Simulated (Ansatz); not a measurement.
Values for one crystal, relaxed and computed with PBEsol (plane waves, PAW; program Ansatz); other levels are named.

| Item | Value |
|---|---|
| Volume per atom | 14.38 Å³ |
| Electronic character | metallic (no gap) |
| Young's modulus | 351 GPa |
| Hill bulk and shear moduli | 187 and 148 GPa |
| Debye temperature from the elastic constants | 686 K |
| Pressure derivative B′ | 4.3 |
| Elastic constants (relaxed ions, GPa) | C11 = 372, C12 = 72.1, C13 = 87.3, C33 = 458, C44 = 138 |

Pick the material that matches.
A. Fe3Si, P4/mmm (Fe on 2h, Fe on 1a, Si on 1b)
B. NbSi2, P6_422 (Si on 6i, Nb on 3c)
C. CoSi, P2_13 (Co on 4a, Si on 4a)
D. YSi, Cmcm (Y on 4c, Si on 4c)

B, NbSi2, P6_422 (Si on 6i, Nb on 3c)

The workflow started from an entry of the Crystallography Open Database (COD), which files this formula under 2 space groups. Whether it is the stable phase at ambient conditions was not checked. Symmetry was held in the PBEsol relaxation; whether a distortion lowers the energy is not shown. The run is not spin-polarised. As this level gives no gap, shear constants depend on the k-mesh and smearing (Fermi–Dirac, 0.1 eV here). On the denser mesh and wider smearing of the elastic run this cell carries a stress of 0.3 GPa. Scalar-relativistic: spin–orbit coupling is off unless named, which matters more the heavier the elements.

Potentials: the later of the program's two PAW sets.
